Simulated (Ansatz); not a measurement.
## SiNi₂: from a starting cell to a relaxed one

The start is a generated cell, SiNi2 built in the AFLOW prototype AB2_cF48_227_c_e (as in Ti2C). Cell shape, volume and atoms are optimised at zero target pressure with r2SCAN (plane waves to 500 eV, PAW, scalar-relativistic; Ansatz, an electronic-structure program). The first steps use a 6×6×6 k-mesh.

Input geometry:
```
CELL_PARAMETERS angstrom
      0.00000     4.01748     4.01748
      4.01748     0.00000     4.01748
      4.01748     4.01748     0.00000
ATOMIC_POSITIONS crystal
  Si 0.62500 0.62500 0.62500
  Si 0.12500 0.62500 0.62500
  Si 0.62500 0.12500 0.62500
  Si 0.62500 0.62500 0.12500
  Ni 0.87000 0.87000 0.87000
  Ni 0.39000 0.87000 0.87000
  Ni 0.87000 0.39000 0.87000
  Ni 0.87000 0.87000 0.39000
  Ni 0.38000 0.38000 0.38000
  Ni 0.86000 0.38000 0.38000
  Ni 0.38000 0.86000 0.38000
  Ni 0.38000 0.38000 0.86000
```
Spin-polarised start, with parallel moments on Ni.

### Question
How large is the pressure on the unrelaxed cell, and of which sign?

### Answer
+72.4 GPa (positive: the cell is compressed).

### Question
What is the largest force in the starting geometry, and on which atom (counted from 1)?

### Answer
6.64 eV/Å, on Ni5, Ni6, Ni7, Ni8, Ni9, Ni10, Ni11, Ni12 (atoms numbered as listed).

### Question
By how much does the energy per atom fall from start to end?

### Answer
0.97 eV/atom.

### Question
How do the shortest distances between atoms change?

### Answer
The closest pairs of elements (up to four, under 3.6 Å), start → end: Ni–Si 1.97 → 2.26 Å; Ni–Ni 2.73 → 2.48 Å; Si–Si 2.84 → 2.94 Å.

### Question
Is the relaxed structure metallic? Give its gap.

### Answer
Zero (metallic).

### Question
What magnetic moments remain?

### Answer
Zero (the starting moments vanished).

### Question
Give the final cell and atomic positions.

### Answer

```cif
data_Ni32Si16
_chemical_formula_sum 'Si16 Ni32'
_space_group_name_H-M_alt 'Fd-3m :1'
_space_group_IT_number 227
_space_group_name_Hall 'F 4d 2 3 -1d'
_cell_length_a 8.32202
_cell_length_b 8.32202
_cell_length_c 8.32202
_cell_angle_alpha 90.000
_cell_angle_beta 90.000
_cell_angle_gamma 90.000
loop_
_atom_site_label
_atom_site_type_symbol
_atom_site_symmetry_multiplicity
_atom_site_Wyckoff_symbol
_atom_site_fract_x
_atom_site_fract_y
_atom_site_fract_z
_atom_site_occupancy
Si1 Si 16 d 0.62500 0.62500 0.62500 1
Ni1 Ni 32 e 0.35520 0.35520 0.35520 1
```
(The calculation used a cell of 12 atoms; values per cell refer to that cell.)

The space group stays Fd-3m (No. 227) (the run could not lower it); the end is AFLOW prototype AB2_cF48_227_c_e (as in Ti2C), with 12 atoms in the primitive cell. Final values are on a 8×8×8 k-mesh of the relaxed cell. No spin polarisation in the result: the starting moments vanished. A magnetic state may lie lower.

The run could not lose the symmetry of its start: the end is stationary, and may be a saddle point rather than a minimum.

The relaxed structure here is a generated cell of SiNi2: the first start was made by placing the elements on the sites of a structure type, and the end was not matched to a known phase here, so it may be hypothetical.
